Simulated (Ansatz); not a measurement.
Relaxation of a relaxed Si2Mo cell, doubled along one cell vector, shaken by Gaussian noise of σ = 0.08 Å a coordinate; 12 atoms in the cell, which starts as P1 (No. 1), aP12; a = 4.6406 Å, b = 4.9501 Å, c = 7.5268 Å, α = 76.68°, β = 80.75°, γ = 76.64°. The numbers are results of PBE (plane waves to 420 eV, PAW, scalar-relativistic; Ansatz, an electronic-structure program), not measurements. Γ-centred k-mesh 3×6×6 on the run's cell (coarser than for final values), Fermi–Dirac smearing 0.05 eV. This is the first round of the run. 

The optimiser's lines from the output (shortened; P is positive under compression):

```
relax step   1: F+E_penalty+E_count = -24914.09263703 eV  Δ(F+E_penalty+E_count) = +0.000e0 eV  max|allowed force component| = 2.939e0 eV/Å  Δτ_max = 0.0000 Å  P = +5.160 GPa  Ω = 162.641 Å³  (8 SCF iters, dr2 threshold 1.00e-7 eV, accepted)
relax step   2: F+E_penalty+E_count = -24915.35363789 eV  Δ(F+E_penalty+E_count) = -1.261e0 eV  max|allowed force component| = 8.908e-1 eV/Å  Δτ_max = 0.1933 Å  P = +1.810 GPa  Ω = 162.270 Å³  (6 SCF iters, dr2 threshold 1.20e-6 eV, accepted)
relax step   3: F+E_penalty+E_count = -24915.70234274 eV  Δ(F+E_penalty+E_count) = -3.487e-1 eV  max|allowed force component| = 6.310e-2 eV/Å  Δτ_max = 0.1343 Å  P = -0.249 GPa  Ω = 162.958 Å³  (6 SCF iters, dr2 threshold 1.20e-6 eV, accepted)
relax step   4: F+E_penalty+E_count = -24915.70468458 eV  Δ(F+E_penalty+E_count) = -2.342e-3 eV  max|allowed force component| = 9.591e-3 eV/Å  Δτ_max = 0.0066 Å  P = +0.101 GPa  Ω = 162.632 Å³  (6 SCF iters, dr2 threshold 1.20e-6 eV, accepted)
relax step   5: F+E_penalty+E_count = -24915.70489352 eV  Δ(F+E_penalty+E_count) = -2.089e-4 eV  max|allowed force component| = 1.533e-3 eV/Å  Δτ_max = 0.0014 Å  P = +0.006 GPa  Ω = 162.711 Å³  (6 SCF iters, dr2 threshold 2.12e-7 eV, accepted)
relax step   6: F+E_penalty+E_count = -24915.70490378 eV  Δ(F+E_penalty+E_count) = -1.026e-5 eV  max|allowed force component| = 5.530e-4 eV/Å  Δτ_max = 0.0002 Å  P = -0.002 GPa  Ω = 162.713 Å³  (6 SCF iters, dr2 threshold 6.15e-9 eV, accepted)
relax step   7: F+E_penalty+E_count = -24915.70491124 eV  Δ(F+E_penalty+E_count) = -7.461e-6 eV  max|allowed force component| = 5.524e-4 eV/Å  Δτ_max = 0.0000 Å  P = -0.002 GPa  Ω = 162.713 Å³  stress off target by 1.99e-2 GPa  SCF on the basis re-selected at this cell (its energy is not comparable with the rows above)  (8 SCF iters)
```

From the first to the last row the energy changes by -0.13 eV/atom and the volume by 0.0 %. The last row is marked as not comparable with the walk above it, whose basis was carried along; it does compare with step 1, since both stand on a basis selected at the nominal cutoff for their own cell.

Later rounds, restarted from the end of this one on a renewed k-mesh, logged 4 more steps and released under 0.01 eV/atom more. The final structure after all rounds: Fddd, origin choice 1 (No. 70), oF24, AFLOW prototype A2B_oF24_70_e_a (C54, as in TiSi2); a = 4.6076 Å, b = 8.0576 Å, c = 8.7616 Å, α = 90.00°, β = 90.00°, γ = 90.00°. No spin polarisation in the result.

The relaxed structure here is a generated cell of Si2Mo: the first start was made by placing the elements on the sites of a structure type, and the end was not matched to a known phase here, so it may be hypothetical. Known forms of Si2Mo include space group No. 139.
